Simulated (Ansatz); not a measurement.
## Surface calculation: fcc K (110), 1 layer

The slab is cut from the fcc crystal, which needn't be the stable phase, as relaxed on PAW files (71.32 Å³/atom), with 20 Å of vacuum and a dipole correction:

```
K
1.0
     4.65495    0.00000    0.00000
     0.00000    6.58309    0.00000
     0.00000    0.00000   20.00000
K
1
Direct
  0.00000 0.00000 0.50000
```

Computed with Ansatz 0.2.0; functional PBEsol, scalar-relativistic. Settings: a Γ-centred 8×6×1 k mesh, Fermi–Dirac smearing of 0.1 eV, no spin polarisation. Methods: LAPW: all electrons, basis error target 1 meV/atom; PAW: frozen-core files, cutoff 420 eV.

The bulk energy comes from a cell in the slab's orientation on a 8×6×8 mesh. The surface energy is (E(slab) − N·E(bulk))/2A at zero smearing, the mean of both faces; thin slabs carry quantum-size effects.

The PAW files were made under PBE. The cell is 1×1, so reconstructions are forbidden, and in slabs of four or five layers the relaxations can be far larger than at a real surface.

Question: As cut, the LAPW slab lies 0.516 eV above 1 atom of bulk. What surface energy is that?

Answer: Over two faces of 30.64 Å² it is 8.4 meV/Å², and times 16.02 J/m² per eV/Å² that gives γ = 0.135 J/m².

```csv
method,γ as cut (J/m²),Φ as cut (eV)
LAPW,0.135,2.51
PAW,0.135,2.51
```

Question: What changes if the vacuum is set to 7 Å?

Answer: LAPW then gives: no gap, work function 2.74 (top) and 2.91 (bottom) eV; PAW: no gap, work function 2.80 (top) and 2.87 (bottom) eV. The program warns that the vacuum is too thin.
